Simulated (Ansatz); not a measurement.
YC2 (MoSi2 or CaC2 type, space group No. 139) under volume change, r²SCAN in the plane-wave PAW code Ansatz, shape and atoms relaxed at each volume.

```json
[
 {"V (Å³/atom)": "12.672", "E − E(relaxed) (meV/atom)": "47.6", "P (GPa)": "13.25"},
 {"V (Å³/atom)": "13.089", "E − E(relaxed) (meV/atom)": "19.9", "P (GPa)": "8.10"},
 {"V (Å³/atom)": "13.507", "E − E(relaxed) (meV/atom)": "…", "P (GPa)": "…"},
 {"V (Å³/atom)": "13.925", "E − E(relaxed) (meV/atom)": "0.0", "P (GPa)": "0.00"},
 {"V (Å³/atom)": "14.343", "E − E(relaxed) (meV/atom)": "…", "P (GPa)": "…"},
 {"V (Å³/atom)": "14.760", "E − E(relaxed) (meV/atom)": "16.0", "P (GPa)": "-5.78"},
 {"V (Å³/atom)": "15.178", "E − E(relaxed) (meV/atom)": "34.1", "P (GPa)": "-8.03"}
]
```

Task: Fill in the missing entries.

Result: 
- 14.343, E − E(relaxed) (meV/atom): 4.2
- 14.343, P (GPa): -3.14
- 13.507, E − E(relaxed) (meV/atom): 4.7
- 13.507, P (GPa): 3.72

Task: What does a third-order Birch–Murnaghan fit give for V₀, B₀ and B′?

Result: V₀ = 13.93 Å³/atom, B₀ = 113 GPa, B′ = 4.5.

Space group I4/mmm (MoSi2 or CaC2 type). The workflow started from an entry of the Crystallography Open Database (COD). Whether it is the stable phase at ambient conditions was not checked. Symmetry was held in the r²SCAN relaxation; whether a distortion lowers the energy is not shown. No spin polarisation was allowed.

Potentials: the later of the program's two PAW sets.
